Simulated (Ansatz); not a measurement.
Relaxed C (space group P6_3/mmc):

```xyz
4
Lattice="2.4449 0.0000 0.0000 -1.2225 2.1174 0.0000 0.0000 0.0000 6.6368" Properties=species:S:1:pos:R:3 pbc="T T T"
C      0.0000     0.0000     1.6592
C      0.0000     0.0000     4.9776
C      0.0000     1.4116     1.6592
C      1.2225     0.7058     4.9776
```

The atoms are displaced by Q × the pattern below (from a DFPT mode at Γ, largest move 1; Q in Å), at fixed cell. It is one choice among 2 degenerate patterns.

```tsv
atom	x	y	z
C1	0.000	1.000	0.000
C2	0.000	1.000	0.000
C3	0.000	-1.000	0.000
C4	0.000	-1.000	0.000
```

Computed with LDA (plane waves to 420 eV, PAW, scalar-relativistic; Ansatz, a quantum-chemistry and plane-wave program). k mesh 15×15×5 (Γ-centred), Fermi-Dirac smearing 0.05 eV. Left out: 4 of 13 points, with atoms too close for the PAW data. With partly filled bands, energies and forces of such displacements shift with the k mesh and the smearing. C was relaxed with its symmetry unable to fall.

At one point of the scan the forces (eV/Å) are:

```tsv
atom	Fx	Fy	Fz
C1	0.000	3.133	0.000
C2	0.000	3.647	0.000
C3	0.000	-3.127	0.000
C4	0.000	-3.653	0.000
```

**Question.** Which point is it?
A) Q = -0.030 Å
B) Q = -0.120 Å
C) Q = -0.060 Å
D) Q = -0.090 Å

**Answer.** A, Q = -0.030 Å

(For displaced atoms, the force is minus the slope of the energy, and its curvature is a force constant, which sets phonon frequencies.)
